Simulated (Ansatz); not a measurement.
Problem. I (molecular I2 type, Cmce) is relaxed with r²SCAN+D4 in the plane-wave PAW code Ansatz. What lattice parameters of the conventional cell result?

Solution. a = 7.511 Å, b = 4.589 Å, c = 9.791 Å.

Problem. Give the free coordinates with the occupied sites.

Solution. In one choice of origin and axes:

```json
[
 {"atom": "I", "site": "8f", "symmetry": "m..", "x": "0.0000", "y": "0.1589", "z": "0.1204"}
]
```

Problem. Is it a metal or does it have a gap at this level?

Solution. A gap of 1.20 eV, indirect.

The r²SCAN+D4 relaxation kept the symmetry of its start. Scalar-relativistic: spin–orbit coupling is off unless named, which matters more the heavier the elements.

Potentials: the later of the program's two PAW sets.
